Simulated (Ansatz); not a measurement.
## Sr₂MgCl₂: reading a single point

```xyz
10
Lattice="5.3756 3.1359 0.0000 5.3756 -3.1359 0.0000 1.9808 0.0000 -8.4650" Properties=species:S:1:pos:R:3 pbc="T T T"
Cl    8.8144   -2.2721   -8.4433
Cl    4.9079   -2.2721   -4.2542
Cl    3.9175    2.2721   -0.0217
Cl    7.8240    2.2721   -4.2108
Mg    6.8611   -2.3130   -6.3487
Mg    5.8707    2.3130   -2.1162
Sr    5.0656    0.8856   -5.4835
Sr    8.6567    0.8856   -7.2140
Sr    7.6663   -0.8856   -2.9815
Sr    4.0752   -0.8856   -1.2510
```

Level: PBE, no spin polarisation; 420 eV; 6×6×4 Γ-centred mesh; fermi-dirac occupations (width 0.1 eV); Ansatz 0.2.0, fixed geometry.

Problem. Metal or insulator?

Solution. It is a metal, with about 7.4 states/eV a cell as the mean within 0.25 eV of the Fermi level.

Problem. What do density and ELF say about some of the short contacts?

Solution. Cl–Cl at 2.83 Å: least valence density 0.19 e/Å³ and ELF 0.09 there. Cl–Mg at 2.86 Å: least valence density 0.10 e/Å³ and ELF 0.10 there. Cl–Sr at 3.34 Å: least valence density 0.07 e/Å³ and ELF 0.04 there. Both are smooth PAW fields, read partly inside the augmentation spheres.

Problem. Is it stable against the elements?

Solution. -0.93 eV an atom against the elements' usual phases (free molecules for gases, crystals otherwise, with no correction for O₂ or N₂), so it is bound against them; other compounds may still compete. Relaxing would lower it.

Problem. How is the charge shared?

Solution. Bader charges in e: Sr +1.16, Mg -0.12, Cl -1.10. In the mean Sr gives up most and Cl takes most.

Origin: a known structure type with other elements, at an estimated volume, so it need not be a known compound. Caveats: many states at the Fermi level without spin polarisation, so a magnetic state may lie lower.
